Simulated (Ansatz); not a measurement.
MgO:
```cif
data_Mg4O4
_chemical_formula_sum 'Mg4 O4'
_space_group_name_H-M_alt 'P 1'
_space_group_IT_number 1
_cell_length_a 5.51074
_cell_length_b 5.51074
_cell_length_c 3.27642
_cell_angle_alpha 90.000
_cell_angle_beta 90.000
_cell_angle_gamma 90.000
loop_
_space_group_symop_operation_xyz
  'x, y, z'
loop_
_atom_site_label
_atom_site_type_symbol
_atom_site_fract_x
_atom_site_fract_y
_atom_site_fract_z
_atom_site_occupancy
Mg1 Mg 0.32053 0.67947 0.00000 1
Mg2 Mg 0.67947 0.32053 0.00000 1
Mg3 Mg 0.82053 0.82053 0.50000 1
Mg4 Mg 0.17947 0.17947 0.50000 1
O1 O 0.31657 0.31657 0.00000 1
O2 O 0.68343 0.68343 0.00000 1
O3 O 0.18343 0.81657 0.50000 1
O4 O 0.81657 0.18343 0.50000 1
```

Relaxed with PBEsol.

Task: Decompose the optical modes at the zone centre into irreducible representations, and say which are infrared and Raman allowed.

Result: Point group 4/mmm: Γ_opt = 2A1g + 2A2g + A2u + 2B1g + 2B1u + 2B2g + 2Eg + 3Eu. Infrared: A2u, Eu. Raman: A1g, B1g, B2g, Eg.

Task: Assign frequencies (DFPT, the program Ansatz at the PBEsol level (PAW); without the LO–TO term).

Result: B1g 103, Eg 152, B1u 260, A1g 305, Eu 356, A2g 356, B1g 376, A2g 456, Eu 463, B2g 466, Eu 515, Eg 542, B1u 550, A2u 555, A1g 566, B2g 602 cm⁻¹.

Subscripts of B labels follow the axes of the standard setting.

Space group P4_2/mnm. The start of the workflow was typed in or built on a structure type; neither database checked (COD, Materials Project) lists it. It is not the phase usual at ambient conditions (space group No. 225). The PBEsol relaxation kept the symmetry of its start; whether a distortion lowers the energy is not shown.

Potentials: the earlier of the program's two PAW sets. The files were generated under PBE; for other functionals the program regenerates the frozen cores, and for LDA and PBEsol the local potential too.
